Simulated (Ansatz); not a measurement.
**Al₂H: settings compared (Ansatz)**

Input:

```yaml
crystal:
  lattice:
    - [4.331404, 0.0, 0.0]
    - [-2.165702, 3.75111, 0.0]
    - [0.0, 0.0, 6.033477]
  atoms:
    - { symbol: H, position: [0.5, 0.5, 0.1667] }
    - { symbol: H, position: [0.0, 0.5, 0.83337] }
    - { symbol: H, position: [0.5, 0.0, 0.50003] }
    - { symbol: Al, position: [0.8382, 0.1618, 0.1667] }
    - { symbol: Al, position: [0.6764, 0.8382, 0.83337] }
    - { symbol: Al, position: [0.8382, 0.6764, 0.50003] }
    - { symbol: Al, position: [0.1618, 0.8382, 0.1667] }
    - { symbol: Al, position: [0.3236, 0.1618, 0.83337] }
    - { symbol: Al, position: [0.1618, 0.3236, 0.50003] }
  symmetry: { tolerance: 0.0003 }
kpoints:
  mp_grid: { grid: [5, 5, 3], shift: [0, 0, 0] }
magnetization:
  spin_polarized: false
scf:
  occupations: { method: gaussian, width: 0.0679 }
hamiltonian:
  pseudopotentials: { kind: paw }
  xc: pbe
basis:
  ecutwfc: 420
output:
  forces: true
  stress: true
  eigenvalues: true
  write_density: true
  write_potential: true
  elf: true
  volumetric_format: npy
```

Launch command:

```bash
ansatz run input.yaml --threads 1 --pin off --max-ram 2560MiB --backend cpu --events-out ev --progress --plain --runs-dir out
```

Origin of the cell: a known structure type with other elements, at an estimated volume, so it need not be a known compound.

Output of this run (shortened):

```
Warning: the atoms were moved onto the symmetric positions of the space group found under crystal.symmetry.tolerance 3.0e-4 (fractional; no operation is sought that the atoms, as they stand i […]
Pseudopotentials: kind: paw
Pseudopotential: H, paw, valence charge 1, recommended cutoff 420 eV (normal), H.paw.azcp
Pseudopotential: Al, paw, valence charge 3, recommended cutoff 420 eV (normal), Al.paw.azcp
Functional definition: PBE
  exchange = pbe_x(kappa = kappa, mu = beta*pi^2/3)
  correlation = pbe_c(beta = beta)
Crystal: 9 atoms, lattice volume = 98.029 Å³
Basis set: ecut = 420 eV, 1911 PW (Γ), exchange–correlation on 60×60×90 points (8 copies of the dense FFT grid, shifted against one another)
Bands: 20, of which v1, the nominal top of the filled ones, is band 11 counted from 1 (10 counted from 0)
Symmetry: 12 space group operations
Space group: P6422 (ITA 181), of the structure as read, at distance tolerance 1.4e-3 Å
[… 5 lines left out …]
Initial density: superposition of atomic densities (neutral atoms: chi_scale 0, normalization atom), corrected by the library's trained network
Functional: x = pbe(κ = 0.804, μ = 0.219515), c = pbe(β = 0.066725)
SCF iter   1: F=—  HF=-3265.712818 eV  Δρ=3.18e-3  dr2=6.50e-3  defer=5
SCF iter   2: F=—  HF=-3265.713572 eV  Δρ=2.01e-3  dr2=2.70e-3  defer=10
SCF iter   3: F=—  HF=-3265.713829 eV  Δρ=1.86e-4  dr2=3.39e-5  defer=10
SCF iter   4: F=—  HF=-3265.713693 eV  Δρ=7.48e-5  dr2=6.71e-6  defer=10
SCF iter   5: F=—  HF=-3265.713692 eV  Δρ=1.32e-5  dr2=1.65e-7  defer=10
SCF iter   6: F=-3265.713692 eV  HF=-3265.713692 eV  Δρ=3.11e-6  dr2=9.62e-9
SCF 1 converged in 6 iterations: F = -3265.713692 eV  dr2 = 9.62e-9
SCF converged after 6 iterations
Free energy (F): -3265.713692 eV
Harris-Foulkes:  -3265.713692 eV  (|F-HF|=2.62e-9)
Internal energy: -3265.696263 eV  (E = F + TS)
E sigma→0 (E₀):  -3265.704977 eV
Entropy (-TS):   -0.017429 eV (-1.937 meV/atom)
Fermi energy:    8.565952 eV
--- Per-component energies (eV) ---
  E_band       = 73.528201
  E_kinetic    = 190.797123
  E_local      = 39.735017  (includes V_loc(G=0)·N_el)
  E_nonlocal   = 72.940037
  E_hartree    = 5.882447
  E_xc         = -270.739094
  E_vxc        = -215.463207  (∫ρ·V_xc dr)
  E_paw        = -2808.389165  (= ΣΔE_a)
  E_vpaw       = -26.242644  (= ΣTr[D̂ρ^β])
  E_aug_tail   = -0.002940  (compensation charges beyond the density's cutoff)
  E_ewald      = -495.919688
  E_smearing   = -0.017429  (= −TS)
  Σ components = -3265.713692   (vs F -3265.713692, Δ=0.00e0)
--- Forces (eV/Å), atoms counted from 1 ---
  atom   1  H      0.000000     0.000000     0.000000
  atom   2  H     -0.000000     0.000000    -0.000000
  atom   3  H      0.000000     0.000000     0.000000
  atom   4  Al    -1.517697     0.876243     0.000000
  atom   5  Al    -1.517697    -0.876243     0.000000
  atom   6  Al     0.000000    -1.752486     0.000000
  atom   7  Al     1.517697    -0.876243    -0.000000
  atom   8  Al     1.517697     0.876243    -0.000000
  atom   9  Al     0.000000     1.752486    -0.000000
  max |Σ_I F_I| component: 8.94e-16 eV/Å
--- Stress (GPa, compression-positive) ---
       23.057905       0.000000      -0.000000
        0.000000      23.057905       0.000000
       -0.000000       0.000000      30.471345
  P = ⅓ Tr σ = 25.5291 GPa (255.291 kbar)
```

The same input was run again with these changes:

1. `accuracy` default → high
2. `magnetization` { spin_polarized: false } → { spin_polarized: true } (starts: flip); `kpoints.mp_grid.grid` [5, 5, 3] → [6, 6, 4]; typed moments: none
3. `scf.initial_density.chi_scale` default → 0.3

```csv
run,end,SCF iterations,P (GPa),max force component (eV/Å),moment (μB),ΔE(σ→0) (meV/atom)
base,converged,6,25.53,1.752,–,0
1,converged,8,25.53,1.753,–,0.00
2,converged,9,25.57,1.722,0.00,-21.23
3,converged,7,25.53,1.753,–,0.00
```

Energies are compared only where functional, datasets, charge and starting cell are the same.

Caveats of the base run: no moments, though an odd count or open d shells may carry them; the given cell is far from equilibrium, with atoms too close or a volume far off; the k mesh is coarse if the cell is a metal.

Run 2: spin is on but no moment was typed.

Time of the base run: 2.7 s of wall time on 1 CPU thread(s) of a shared host, from the program's own first density.
